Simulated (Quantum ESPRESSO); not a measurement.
Mg2ZnCaO4, a curve over strain

Computed values, not a measurement. The program is pw.x of Quantum ESPRESSO 7.5 (plane-wave density functional theory). The cell is made up: 8 atoms on a rocksalt lattice, with randomly drawn elements, strain and displacements, not relaxed. PseudoDojo standard norm-conserving files (v0.5 for PBE, v0.4.1 for LDA and PBEsol) set the functional; there is no spin polarisation, spin-orbit coupling or dispersion term, and the masses in the input are unused placeholders.

Seven runs add a strain to one cell (the same along x and y); the atoms follow the cell and are not relaxed. Stress in the table is positive in tension.

Input of the run at +0.0041:

```
&control calculation='scf', pseudo_dir='./dojo.nc.sr.pbe.v0_5.standard.upf', outdir='./o', disk_io='low', tprnfor=.true., tstress=.true. /
&system ibrav=0, nat=8, ntyp=4, nbnd=43, ecutwfc=84.00895049, nosym=.true., tot_charge=0,
 occupations='smearing', smearing='fd', degauss=0.0018374661
/
&electrons conv_thr=7.350e-09, electron_maxstep=60, /
ATOMIC_SPECIES
Ca 1.0 Ca.upf
Mg 1.0 Mg.upf
O 1.0 O.upf
Zn 1.0 Zn.upf
CELL_PARAMETERS angstrom
4.4761 0.0462 0.0731
0.0462 4.5597 -0.0344
0.0734 -0.0345 4.5859
ATOMIC_POSITIONS angstrom
Mg -0.0545 0.0716 0.0237
Zn 0.1244 2.3217 2.3198
Ca 2.2891 -0.0234 2.2362
Mg 2.2903 2.2667 0.0386
O 2.2728 0.0064 0.0651
O 2.2436 2.2801 2.3979
O 4.5641 0.0284 2.3892
O 4.5838 2.2439 0.1055
K_POINTS automatic
4 4 4 1 1 1
```

| added strain | free energy less that of the input shown (eV) | stress xx (GPa) | stress yy (GPa) | stress zz (GPa) | stress xy (GPa) | pressure (GPa) | iterations |
| --- | --- | --- | --- | --- | --- | --- | --- |
| -0.0243 | -0.0457 | -5.13 | -1.50 | 2.03 | 2.11 | 1.53 | 12 |
| -0.0134 | -0.0632 | -1.02 | 2.05 | 3.76 | 2.06 | -1.60 | 12 |
| -0.0108 | -0.0605 | -0.12 | 2.83 | 4.17 | 2.04 | -2.29 | 12 |
| +0.0041 | 0.0000 | 4.47 | 6.77 | 6.36 | 1.96 | -5.87 | 12 |
| +0.0065 | 0.0166 | 5.13 | 7.33 | 6.70 | 1.95 | -6.38 | 12 |
| +0.0126 | 0.0659 | 6.71 | 8.68 | 7.54 | 1.92 | -7.64 | 12 |
| +0.0208 | 0.1485 | 8.63 | 10.31 | 8.63 | 1.87 | -9.19 | 12 |

A cubic fit gives a slope of stress xx against the added strain of 294 GPa at zero added strain, with the atoms clamped. Across the table the free energy follows the integral of the stress to within 2.4 meV. A rerun of one of the cells at 1437 eV and a 6 x 6 x 6 mesh moved values by no more than 0.002 eV in energy, 0.04 GPa in stress and 0.002 eV/Å in force.